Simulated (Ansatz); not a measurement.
AgCl:
Space group Cmcm (No. 63); a = 3.7253 Å, b = 11.1069 Å, c = 3.9450 Å, α = 90.00°, β = 90.00°, γ = 90.00°

| atom | site | symmetry | x | y | z |
|---|---|---|---|---|---|
| Ag | 4c | m2m | 0.0000 | 0.3960 | 0.2500 |
| Cl | 4c | m2m | 0.0000 | 0.1340 | 0.2500 |
(The calculation used a cell of 4 atoms; values per cell refer to that cell.)

Relaxed with r²SCAN.

**Question.** Tabulate the valence density and the electron localisation function along the shortest Ag–Ag contact (3.04 Å), r²SCAN in the plane-wave PAW code Ansatz.

**Answer.** 

```csv
distance from Ag (Å),density (e/Å³),ELF
0.30,15.15,0.74
0.46,10.08,0.64
0.61,5.62,0.56
0.76,2.57,0.47
0.91,1.01,0.35
1.06,0.45,0.24
1.21,0.24,0.15
1.37,0.16,0.10
1.52,0.13,0.08
1.67,0.16,0.10
1.82,0.24,0.15
1.97,0.45,0.24
2.13,1.01,0.35
2.28,2.57,0.47
2.43,5.62,0.56
2.58,10.08,0.64
2.73,15.15,0.74
```

The density is the valence pseudo-density with augmentation charge, so density and ELF within about 1 Å of a nucleus are not all-electron values.

The first step of the workflow began from a Materials Project structure, measured or hypothetical; the Crystallography Open Database copy checked does not list it. It is not the phase usual at ambient conditions (space group No. 225). The r²SCAN relaxation kept the symmetry of its start; whether a distortion lowers the energy is not shown. The run is not spin-polarised.

Potentials: the later of the program's two PAW sets.
